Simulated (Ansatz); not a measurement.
## MgZr2H6, before and after

The guess for MgZr2H6 was made by a generator: perovskite family, AX3 layers stacked AB (P-3m1, No. 164) (A site Zr; B site Mg vacant; X site H). Lengths were set from tabulated atomic sizes, so they are only a guess.

start.xyz

```xyz
9
Lattice="6.2327 0.0000 0.0000 -3.1164 5.3977 0.0000 0.0000 0.0000 5.2355" Properties=species:S:1:pos:R:3 pbc="T T T"
Mg    0.0000    0.0000    2.6178
Zr    0.0000    3.5985    3.9266
Zr    3.1164    1.7992    1.3089
H     3.1164    3.5985    3.9266
H     1.5582    0.8996    3.9266
H     4.6746    0.8996    3.9266
H     0.0000    1.7992    1.3089
H     1.5582    4.4981    1.3089
H    -1.5582    4.4981    1.3089
```

Method: Ansatz, DFT PBE, scalar-relativistic, plane waves, PAW. Cutoff 420 eV, Gaussian smearing, Γ-centred meshes. Cell and atoms relax first on a coarse mesh and then on a finer one. In between, the cell is made exact in the group found at 0.06 Å. In metals the finer mesh still leaves noise of several meV/atom or more. The steps can't lower the symmetry of their start. No spin polarisation in the relaxation; trial moments died out in a coarse test.

end.xyz

```xyz
9
Lattice="5.4155 0.0000 0.0000 -2.7078 4.6900 0.0000 0.0000 0.0000 3.1750" Properties=species:S:1:pos:R:3 pbc="T T T"
Mg    0.0000    0.0000    1.5875
Zr    0.0000    3.1267    2.3649
Zr    2.7078    1.5633    0.8101
H     2.7078    2.8731    2.3885
H     1.5734    0.9084    2.3885
H     3.8421    0.9084    2.3885
H     0.0000    1.8169    0.7865
H     1.1343    3.7816    0.7865
H    -1.1343    3.7816    0.7865
```

The symmetry stays P-3m1 (No. 164). The volume per atom shrinks by 54.2 %, from 19.6 to 9.0 Å³. The shortest distance goes from 2.22 Å (Mg–H) to 1.99 Å (Mg–H). The ratio c/a of the conventional cell changes by a factor of 0.70. The energy falls by about 1.3 eV/atom (the start's value is from the coarse mesh).

```
Volume per atom                             : 8.96 Å³
Density                                     : 4.38 g/cm³
Energy over the elements                    : −0.15 eV/atom
Gap on the 12×12×12 mesh of the 9-atom cell : 0 eV (a metal)
```

The zero of energy is the elements' standard structures at the same level (H₂ as a molecule); no fitted shifts are applied. A negative formation energy is needed for stability but isn't enough: competing phases decide.

The last run used Gaussian smearing of 0.10 eV. With hydrogen, zero-point motion can shift formation energies by some tens of meV/atom. Symmetry constrained the relaxation, so the result can be a saddle point. In all, the 4 runs took 7.8 min on 1 thread of Intel(R) Xeon(R) Processor @ 2.50GHz (Skylake/Cascade Lake) (shared host).
